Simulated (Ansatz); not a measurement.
A relaxed structure of GaAs is spoiled in several ways and relaxed again each time (noise and exchanges are one random draw each; pressure is positive under compression). Level of theory: PBE (plane waves to 420 eV, PAW, scalar-relativistic; Ansatz, a quantum-chemistry and plane-wave program).

```cif
data_As4Ga4
_chemical_formula_sum 'As4 Ga4'
_space_group_name_H-M_alt 'F-43m'
_space_group_IT_number 216
_space_group_name_Hall 'F -4 2 3'
_cell_length_a 5.74579
_cell_length_b 5.74579
_cell_length_c 5.74579
_cell_angle_alpha 90.000
_cell_angle_beta 90.000
_cell_angle_gamma 90.000
loop_
_atom_site_label
_atom_site_type_symbol
_atom_site_symmetry_multiplicity
_atom_site_Wyckoff_symbol
_atom_site_fract_x
_atom_site_fract_y
_atom_site_fract_z
_atom_site_occupancy
As1 As 4 c 0.25000 0.25000 0.25000 1
Ga1 Ga 4 a 0.00000 0.00000 0.00000 1
```
(The calculation used a cell of 2 atoms; values per cell refer to that cell.)

```tsv
change	first pressure (GPa)	first V (Å³/atom)	released (eV/atom)	moves	outcome	final group	E − E(parent) (eV/atom)
with every coordinate shifted by Gaussian noise of σ = 0.2 Å	6.2	23.71	0.55	5	returns to the parent	F-43m	0.000
with every coordinate shifted by Gaussian noise of σ = 0.3 Å	5.7	23.71	0.42	4	returns to the parent	F-43m	0.000
deformed by the Cartesian strain tensor (xx, yy, zz, yz, xz, xy) = (-0.066, 0.088, 0.044, -0.110, 0.129, 0.024)	7.7	24.43	0.65	10	returns to the parent	F-43m	0.000
doubled along one cell vector, shaken by Gaussian noise of σ = 0.08 Å a coordinate	1.7	23.71	0.12	4	returns to the parent	F-43m	0.000
```

First-step values come from each run's starting, coarser k-mesh (7×7×7, 8×6×7, 7×7×4). Each cell has its own k-point mesh; energy differences are given only to the digits this allows. No spin polarisation in the result.
